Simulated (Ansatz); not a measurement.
OsC:
```yaml
crystal:
  lattice:
    - [0.00000, 2.15682, 2.15682]
    - [2.15682, 0.00000, 2.15682]
    - [2.15682, 2.15682, 0.00000]
  atoms:
    - { symbol: Os, position: [0.00000, 0.00000, 0.00000] }
    - { symbol: C, position: [0.50000, 0.50000, 0.50000] }
```

Relaxed with PBEsol. Special points in fractions of this cell's reciprocal vectors: Γ (0.000, 0.000, 0.000); X (0.500, 0.000, 0.500); U (0.625, 0.250, 0.625); K (0.375, 0.375, 0.750); L (0.500, 0.500, 0.500); W (0.500, 0.250, 0.750).

Q: List the band energies nearest the Fermi level at these points for plane-wave PAW PBEsol (Ansatz code).

A: In eV from the Fermi level; about four levels below and three above (degenerate sets whole), none deeper than 8.9 eV; … stands for higher levels left out; points with the same levels are listed once.

```
k                          below        above
-  -----------------------------  -----------
Γ  -3.79 -3.79 -3.79 -2.43 -2.43            …
X        -6.05 -2.63 -2.63 -0.93  0.39 0.39 …
U        -6.43 -5.45 -2.35 -0.26  1.04 3.23 …
L        -7.15 -7.15 -0.60 -0.60  0.95 5.39 …
W        -6.58 -6.58 -0.35 -0.35  0.39 1.93 …
```

Space group Fm-3m (rock salt). The start of the workflow was typed in or built on a structure type; neither database checked (COD, Materials Project) lists it. Its standing as an ambient phase is unchecked. Symmetry was held in the PBEsol relaxation. At this level the phase is dynamically unstable (imaginary phonons). No spin polarisation was allowed. Its formation energy is positive at this level, so the cell may be metastable or incomplete. Scalar-relativistic: spin–orbit coupling is off unless named, which matters more the heavier the elements.

Potentials: the later of the program's two PAW sets.
